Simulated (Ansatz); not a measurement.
# Structures of HgS₂: which is lowest?

Plane-wave DFT in Ansatz with scalar-relativistic PAW potentials, cutoff 420 eV, Γ-centred meshes chosen by cell and gap, Gaussian smearing with energies taken to zero width. Every cell was relaxed (cell and atoms) in a run of its own, within the symmetry of its start. Functional: PBE.

Relaxed structures (starts from databases or built by putting these elements on another compound's sites):
A. C2/m, 3 atoms in the computed cell, a = 6.884 Å, b = 4.990 Å, c = 5.613 Å, β = 120.9°; sites (symmetry × multiplicity) Hg 2/m × 2, S m × 4; start: built
B. I4/mmm, 3 atoms in the computed cell, a = 3.840 Å, c = 9.613 Å; sites (symmetry × multiplicity) Hg 4/mmm × 2, S 4mm × 4; start: built

Question: Rank them by energy. Could pressure change the order?

Answer:
| structure | group | E − E(lowest) (meV/atom) | V (Å³/atom) | gap on mesh (eV) |
| --- | --- | --- | --- | --- |
| A | C2/m | 0.0 | 27.58 | 0.69 |
| B | I4/mmm | 452 | 23.62 | 0.00 |

A is lowest, 452 meV/atom under B. B is denser by 3.96 Å³/atom, so pressure favours it: ΔE/ΔV, with ΔE in eV and 1 eV/Å³ = 160.2 GPa, gives about 18 GPa for equal enthalpy if both cells were rigid; at such pressures compression changes ΔV much, so this is a scale only. Other structures may lie lower than all of these, and vibrations aren't counted.

Spin-orbit coupling is left out, which matters for the bands of heavy elements.